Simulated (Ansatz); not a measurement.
InP:
```
InP
1.0
    0.00000     2.97979     2.97979
    2.97979     0.00000     2.97979
    2.97979     2.97979     0.00000
In P
1 1
Direct
  0.00000   0.00000   0.00000
  0.75000   0.75000   0.75000
```

Relaxed with PBE. Special points in fractions of this cell's reciprocal vectors: Γ (0.000, 0.000, 0.000); X (0.500, 0.000, 0.500); U (0.625, 0.250, 0.625); K (0.375, 0.375, 0.750); L (0.500, 0.500, 0.500); W (0.500, 0.250, 0.750).

Q: List the band energies nearest the valence-band maximum at these points for PBE in the plane-wave PAW code Ansatz.

A: In eV from the valence-band maximum; about four levels below and three above (degenerate sets whole), none deeper than 8.9 eV; points with the same levels are listed once.

| k | below | above |
|---|---|---|
| Γ | 0.00 0.00 0.00 | 0.44 4.09 4.09 4.09 |
| X | -5.54 -2.16 -2.16 | 1.85 2.27 8.90 |
| U | -5.40 -3.07 -1.80 | 2.38 4.29 7.36 |
| L | -5.47 -0.90 -0.90 | 1.38 4.80 4.80 |
| W | -5.40 -2.75 -2.69 | 4.17 4.28 5.44 |

Space group F-43m (zinc blende). Symmetry was held in the PBE relaxation. Spin–orbit coupling is left out wherever it is not named.

Potentials: the earlier of the program's two PAW sets.
